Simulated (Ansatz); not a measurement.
ScAl₃, in the lowest among the structures calculated here: Pm-3m (No. 221), cP4, Cu3Au type; a = b = c = 4.072 Å, α = β = γ = 90.00°; Al 3c (0.000, 0.500, 0.500); Sc 1a (0.000, 0.000, 0.000). All values below come from PBEsol (plane waves to 420 eV, PAW, scalar-relativistic; Ansatz, a quantum-chemistry and plane-wave program). Element references, the lowest calculated here: Al (Fm-3m), Sc (P6₃/mmc).

### Question
Predict the formation energy of this Pm-3m form of ScAl3 from the elements from PBEsol.

### Answer
-0.47 eV/atom.

### Question
Is it stable against the other phases calculated?

### Answer
Yes: the most favourable decomposition, ScAl3 → Al + ScAl2 (Al Fm-3m, ScAl2 Fd-3m), costs 0.11 eV/atom.

### Question
Over what range of chemical potentials is ScAl3 stable among the phases calculated here? Give the corners of its window as Δμ = μ − μ(element).

### Answer
| in equilibrium with | Δμ(Al) (eV) | Δμ(Sc) (eV) |
|---|---|---|
| Al | 0.0 | -1.9 |
| ScAl2 | -0.4 | -0.6 |

At every corner Σ nΔμ equals the formation energy, about -1.9 eV per formula unit; the corners carry the error of several atoms' energies, a few 0.01 eV.

This is the hull of the energies calculated here, no anion corrections; phases that were not calculated are missing from it. Values are rounded to 0.01 eV/atom. The compounds carry no spin polarisation.
